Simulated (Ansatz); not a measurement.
YC:
```
CELL_PARAMETERS angstrom
      0.00000     2.54246     2.54246
      2.54246     0.00000     2.54246
      2.54246     2.54246     0.00000
ATOMIC_POSITIONS crystal
  C  0.00000 0.00000 0.00000
  Y  0.50000 0.50000 0.50000
```

Relaxed with PBE. Special points in fractions of this cell's reciprocal vectors: Γ (0.000, 0.000, 0.000); X (0.500, 0.000, 0.500); U (0.625, 0.250, 0.625); K (0.375, 0.375, 0.750); L (0.500, 0.500, 0.500); W (0.500, 0.250, 0.750).

**Question.** List the band energies nearest the Fermi level at these points for PBE in the plane-wave PAW code Ansatz.

**Answer.** In eV from the Fermi level; about four levels below and three above (degenerate sets whole), none deeper than 8.9 eV; points with the same levels are listed once.

| k | below | above |
|---|---|---|
| Γ | – | 1.55 1.55 1.55 |
| X | -8.53 -0.73 | 0.67 0.89 0.89 |
| U | -8.08 -1.24 -0.77 -0.09 | 3.07 6.74 6.88 |
| L | -7.27 -3.16 -1.02 -1.02 | 6.43 6.43 6.44 |
| W | -8.04 -0.98 -0.70 -0.70 | 4.63 4.63 7.66 |

Space group Fm-3m (rock salt). The start of the workflow was typed in or built on a structure type; the Crystallography Open Database copy checked does not list it. Its standing as an ambient phase is unchecked. The cell was relaxed with PBE under the symmetry of its start; whether a distortion lowers the energy is not shown. No spin polarisation was allowed. Scalar-relativistic: spin–orbit coupling is off unless named, which matters more the heavier the elements.

Potentials: the later of the program's two PAW sets.
